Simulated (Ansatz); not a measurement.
# Zincblende alloy of InP and GaP (26 of 32 In sites exchanged), 64 atoms

Ansatz, PAW, plane waves. PBEsol relaxation of volume and atoms (shape held) at the single k point (¼, ¼, ¼) without its symmetry partners; single points on the relaxed atoms at the Γ point alone, onto which points of the small cell's zone fold. Arrangement: quasirandom. No spin–orbit coupling unless named.

Relaxed structure:

```
CELL_PARAMETERS angstrom
11.04082 0.00000 0.00000
0.00000 11.04082 0.00000
0.00000 0.00000 11.04082
ATOMIC_POSITIONS crystal
Ga 0.00298 0.99952 0.00271
Ga 0.00802 0.00048 0.49807
Ga 0.99987 0.50022 0.00009
Ga 0.00472 0.50054 0.49985
Ga 0.49837 0.00274 0.00545
Ga 0.49205 0.00204 0.49461
Ga 0.49981 0.49836 0.00199
Ga 0.49539 0.49795 0.49717
Ga 0.25031 0.25288 0.00242
Ga 0.24974 0.25304 0.49806
Ga 0.24817 0.74747 0.00429
Ga 0.24762 0.74745 0.49551
Ga 0.75076 0.25494 0.00059
Ga 0.75216 0.74641 0.00291
Ga 0.24985 0.00025 0.24939
Ga 0.25002 0.49989 0.24994
Ga 0.24854 0.49851 0.75026
Ga 0.74987 0.50009 0.24625
Ga 0.75228 0.49840 0.75434
Ga 0.00475 0.25231 0.24808
Ga 0.00333 0.25504 0.75313
Ga 0.00429 0.74718 0.24791
Ga 0.00286 0.74640 0.75207
Ga 0.49567 0.25280 0.24760
Ga 0.49797 0.25434 0.75196
Ga 0.49557 0.74790 0.24762
P 0.12729 0.12533 0.12478
P 0.11978 0.13464 0.61950
P 0.12592 0.62227 0.12580
P 0.12724 0.62491 0.62506
P 0.61951 0.13477 0.11974
P 0.60949 0.12408 0.62405
P 0.62447 0.62486 0.12505
P 0.62520 0.60854 0.62478
P 0.37302 0.37682 0.12574
P 0.37284 0.37529 0.62488
P 0.37263 0.87499 0.12492
P 0.37172 0.87315 0.61181
P 0.87577 0.37538 0.12529
P 0.88361 0.38383 0.63331
P 0.88220 0.86716 0.12007
P 0.89014 0.87640 0.62575
P 0.37171 0.12813 0.37196
P 0.38073 0.13306 0.88309
P 0.37274 0.62381 0.37339
P 0.36680 0.61721 0.88278
P 0.88885 0.12636 0.37495
P 0.88476 0.13469 0.88454
P 0.88280 0.61686 0.36648
P 0.87445 0.62451 0.87525
P 0.12706 0.37649 0.37393
P 0.12653 0.37611 0.87694
P 0.12621 0.87372 0.37204
P 0.12097 0.86791 0.88170
P 0.61780 0.38125 0.36606
P 0.62577 0.37613 0.87533
P 0.61128 0.87433 0.37346
P 0.62562 0.87531 0.89094
In 0.75031 0.25499 0.50148
In 0.75266 0.74740 0.49885
In 0.24913 0.00313 0.75121
In 0.75054 0.00109 0.24729
In 0.75286 0.00417 0.75457
In 0.49907 0.74735 0.75224
```

**Question.** What are the mean bond lengths by pair (pairs within 1.2 times the sum of covalent radii, less contacts 15 % beyond the pair's median; cation–cation pairs of compounds aside; long ionic contacts are cut short by that bound)?

**Answer.** Ga–P 2.365 ± 0.012 Å (standard deviation, 104 bonds); In–P 2.507 ± 0.005 Å (standard deviation, 24 bonds).

**Question.** What gap lies between the top filled and the lowest empty level in the single points?

**Answer.** HSE06 2.25 eV (38 s on NVIDIA H100). An indirect band minimum needn't fold onto Γ of this cell; where it doesn't, these gaps are too wide.
